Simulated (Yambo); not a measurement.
G0W0@LDA for NaGaS$_{2}$O$_{8}$ (space group C2/m, No. 12) in Yambo. Reference settings: 2×2×2 Γ-centred k mesh, bands 2 to 231 and a 7 Ry block in the screening, 231 bands in G with the Bruneval-Gonze terminator, plasmon pole fitted at 27.2 eV. The LDA gap (-0.5, -0.5, 0) → Γ on this mesh is 4.07 eV; G0W0 gaps are taken between the same points.

Gap ((-0.5, -0.5, 0) → Γ) in eV against the number of bands and the screening block, terminator on:

```csv
bands (W and G),2 Ry,3 Ry,4 Ry,6 Ry,7 Ry
69,8.161,7.799,7.699,7.626,7.631
98,7.800,7.416,7.312,7.247,7.254
136,7.657,7.250,7.144,7.088,7.098
183,7.592,7.172,7.062,7.012,7.025
231,7.561,7.131,7.018,6.968,6.982
```

Rough cost of the Yambo step against the reference (shared machines):

| bands (W and G) | 2 Ry | 3 Ry | 4 Ry | 6 Ry | 7 Ry |
|---|---|---|---|---|---|
| 69 | 1/6 | 1/5 | 1/5 | 1/5 | 1/4 |
| 98 | 1/4 | 1/3 | 1/3 | 1/3 | 1/3 |
| 136 | 1/2 | 1/2 | 1/2 | ~1 | ~1 |
| 183 | ~1 | ~1 | ~1 | ~1 | ~1 |
| 231 | ~1 | ~1 | ~1 | ~1 | 1 |

At the largest block the last step in bands moves the gap by -0.043 eV; at the most bands the last step in the block moves it by 0.014 eV.

Spin-orbit splittings are left out.

The standard potential for Ga keeps a d shell in the valence without the s and p states of that shell. In tests on such compounds this moved G0W0 gaps by up to about 0.9 eV, so absolute quasiparticle energies here are unreliable; differences between settings are what counts.

Geometry of the Materials Project entry, not relaxed at this level; primitive cell a = b = 4.7596 Å, c = 7.2976 Å, α = β = 92.38°, γ = 65.73°.

The structure is a Materials Project entry; no match was found in the copy of COD used, and its stability was not checked.
